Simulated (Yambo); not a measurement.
AlN (zinc blende, space group F-43m, No. 216), G0W0@PBEsol in Yambo (6×6×6 mesh, plasmon pole; 14 Ry block, no terminator). The number N of bands in W and G is varied.

```tsv
N	x = 1/N	gap Γ → X (eV)	shift of the valence edge (eV)
23	0.04348	4.367	-0.393
38	0.02632	4.429	-0.626
58	0.01724	4.515	-0.793
77	0.01299	?	?
```

Basis-set arguments suggest E = E∞ + A x. Fix A and E∞ from the two rows above the withheld one, predict the row at 77 bands, and test the form.

Gap: A = (4.515 − (4.429))/(0.01724 − 0.02632) = -9.47, E∞ = 4.678 eV, so 4.555 eV is predicted; the run gave 4.568 eV (miss 13 meV). The first two rows have slope -3.61, so the form doesn't hold yet over the whole range. Shift: A = (-0.793 − (-0.626))/(0.01724 − 0.02632) = 18.4, E∞ = -1.110 eV, so -0.871 eV is predicted; the run gave -0.881 eV (miss 10 meV). The first two rows have slope 13.6, so the form doesn't hold yet over the whole range. The other settings are held fixed.

Geometry relaxed with PBEsol; primitive cell a = b = c = 3.095 Å, α = β = γ = 60.00°.

This is not the ordinary phase of the substance; no match was found in the copy of COD used, and its stability was not checked.

A shift is the quasiparticle energy of the state minus its PBEsol energy.
